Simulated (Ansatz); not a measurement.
Computed properties of Ni₃N

Ni₃N:
```cif
data_NNi3
_chemical_formula_sum 'N1 Ni3'
_space_group_name_H-M_alt 'P 1'
_space_group_IT_number 1
_cell_length_a 3.83011
_cell_length_b 3.83011
_cell_length_c 3.83011
_cell_angle_alpha 60.000
_cell_angle_beta 60.000
_cell_angle_gamma 60.000
loop_
_space_group_symop_operation_xyz
  'x, y, z'
loop_
_atom_site_label
_atom_site_type_symbol
_atom_site_fract_x
_atom_site_fract_y
_atom_site_fract_z
_atom_site_occupancy
N1 N 0.00000 0.00000 0.00000 1
Ni1 Ni 0.50000 0.50000 0.50000 1
Ni2 Ni 0.25000 0.25000 0.25000 1
Ni3 Ni 0.75000 0.75000 0.75000 1
```
The run is spin-polarised; directions of the spins, atom by atom: 0 ↑ 0 0.

Space group Fm-3m (No. 225); conventional cell a = b = c = 5.4166 Å, α = β = γ = 90.00°.

Method: PBE in the plane-wave PAW code Ansatz. The cell and atoms are relaxed at this level. Other levels are named where they apply.

**Cell and energy**

```yaml
volume_per_atom: 9.93 Å³
density: 7.94 g/cm³
Formation energy from the elements (no fitted shifts): 0.99 eV/atom
```

**Electronic structure**

```yaml
electronic_character: metallic (no gap)
Density of states at the Fermi level: 1.3 states/eV per atom (mean over ±0.08 eV)
```

**Magnetism**

```yaml
magnetic_order: ferromagnetic
net_moment: 0.23 μB per atom
```

**Mechanics**

```yaml
Bulk modulus (Birch–Murnaghan fit): 1840 kbar
Pressure derivative B′: 4.8
```

A made-up cell: these elements were put on the sites of a structure type; neither database checked (COD, Materials Project) lists it. Whether it is the stable phase at ambient conditions was not checked. Symmetry was held in the PBE relaxation; its stability against distortions is not shown here. The final state is ferromagnetic, the only order run, not a proven ground state. No Hubbard U is applied. The references are the lowest solids computed at this level, not always the standard phases (solids in place of the gases).

Potentials: the earlier of the program's two PAW sets.
